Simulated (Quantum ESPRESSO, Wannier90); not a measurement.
## MgH₄(ClO)₂ (C2/m), plane waves to Wannier functions

```
begin unit_cell_cart
ang
    4.0255700000   -4.2407700000    0.0000000000
    4.0255700000    4.2407700000    0.0000000000
   -0.9616660000    0.0000000000    3.5760000000
end unit_cell_cart
begin atoms_frac
Mg   0.0000000000  0.0000000000  0.0000000000
H   -0.4009600000  0.2200600000 -0.1488800000
H    0.4009600000 -0.2200600000  0.1488800000
H   -0.2200600000  0.4009600000  0.1488800000
H    0.2200600000 -0.4009600000 -0.1488800000
Cl  -0.2267600000 -0.2267600000  0.3825100000
Cl   0.2267600000  0.2267600000 -0.3825100000
O   -0.2411000000  0.2411000000  0.0000000000
O    0.2411000000 -0.2411000000  0.0000000000
end atoms_frac
```

Structure: Materials Project mp-24336, symmetrised, not relaxed again. COD (Crystallography Open Database) has an entry of this formula and space group (matched by these alone). Level: PBEsol, no spin polarisation, no spin-orbit coupling; pw.x of Quantum ESPRESSO at 68 Ry with PseudoDojo potentials, 4×4×6 k-points, Wannier90. Density: 6×6×8 mesh, cold smearing 0.01 Ry. The cell is built of weakly bound layers, chains or molecules. Database cells relaxed without dispersion often hold them too far apart, which can enlarge gaps and weakens couplings between them; spacing and stacking were not compared with the measured crystal.

Bands 5-20 form an isolated set from -18.62 to 0.00 eV relative to the valence-band maximum (on the path) and are turned into 16 Wannier functions by minimising the spread from the start: atomic waves Cl 3p, Cl 3s, O 2p, O 2s.

Centres (Cartesian, Å; one of the equivalent choices) and spreads:

```csv
n,x,y,z,spread (Å²),nearest atom
1,-2.440,0.392,1.278,0.993,Cl6
2,-2.019,0.000,1.848,0.989,Cl6
3,-1.776,0.000,1.077,0.987,Cl6
4,-2.441,-0.392,1.277,0.991,Cl6
5,2.441,-0.392,-1.278,0.992,Cl7
6,2.020,0.000,-1.848,0.989,Cl7
7,1.776,0.000,-1.077,0.986,Cl7
8,2.441,0.392,-1.278,0.993,Cl7
9,-0.179,1.857,0.195,0.586,O8
10,0.180,1.863,-0.197,0.587,O8
11,-0.292,2.345,-0.265,0.495,H2
12,0.291,2.345,0.266,0.495,H4
13,-0.179,-1.858,0.195,0.586,O9
14,0.180,-1.863,-0.196,0.587,O9
15,-0.292,-2.345,-0.265,0.496,H5
16,0.291,-2.345,0.266,0.496,H3
```

Ω_I = 10.28 Å², Ω_total = 12.25 Å²; the interpolated bands follow pw.x to 0.3 meV rms on the path. It is the lowest total spread that any start reached here.
